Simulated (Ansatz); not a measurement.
# WC: pressure against volume

WC, P-6m2, a = 2.912 Å, c = 2.836 Å. Ansatz: r2SCAN, PAW, 500 eV, Γ-centred 18×18×14 mesh on 2 atoms, Gaussian smearing 0.10 eV; no spin polarisation. Shape and atoms are relaxed at each volume; pressure is positive in compression.

| V (Å³/atom) | P (GPa) |
| --- | --- |
| 9.790 | ? |
| 10.102 | 13.02 |
| 10.414 | 0.01 |
| 10.727 | -11.12 |
| 11.039 | -20.64 |

Take V0 = 10.414 Å³/atom, count pressures from its P0 = 0.01 GPa, fit the third-order Birch–Murnaghan form to the other rows, and predict the missing pressure.

With the Eulerian strain f = ½[(V0/V)^(2/3) − 1] and y = (P − P0)/[3f(1 + 2f)^(5/2)], the form is the line y = B0 + 1.5 B0 (B0′ − 4) f. Rows (f, y): 0.01024, 402.6; -0.00977, 398.9; -0.01906, 398.0. Means f = -0.006197, y = 399.83; Σ(Δf)² = 0.0004484, ΣΔfΔy = 0.07239; the slope is their ratio. y = 400.8 + 161.4 f GPa, so B0 = 400.8 GPa and B0′ = 4 + 2 × (161.4)/(3 × 400.8) = 4.27. At V = 9.790, f = 0.02103, y = 404.19 and P = 28.28 GPa. The run gave 28.23 GPa, so the fit is 0.05 GPa too high, a small miss on the scale of the series. The form still works here, 33 % of the fitted range beyond its end.

Spin–orbit coupling is left out, which can shift energies with elements as heavy as these.